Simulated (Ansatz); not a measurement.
ZrTa in space group Cmcm (No. 63; Zr on 4c, Ta on 4c) under volume change, DFT-PBEsol in the program Ansatz with PAW potentials, shape and atoms relaxed at each volume.

```csv
V (Å³/atom),E − E(relaxed) (meV/atom),P (GPa)
18.180,81.3,15.55
18.779,34.4,9.64
19.379,8.2,4.49
19.978,0.0,0.00
20.578,7.5,-3.92
21.177,28.7,-7.34
21.776,61.8,-10.30
```

What does a third-order Birch–Murnaghan fit give for V₀, B₀ and B′?

V₀ = 19.98 Å³/atom, B₀ = 140 GPa, B′ = 3.6.

The start of the workflow was typed in or built on a structure type; neither database checked (COD, Materials Project) lists it. Its standing as an ambient phase is unchecked. Symmetry was held in the PBEsol relaxation. At this level the phase is dynamically unstable (imaginary phonons). No spin polarisation was allowed. Its formation energy is positive at this level, so the cell may be metastable or incomplete. Scalar-relativistic: spin–orbit coupling is off unless named, which matters more the heavier the elements.

Potentials: the later of the program's two PAW sets.
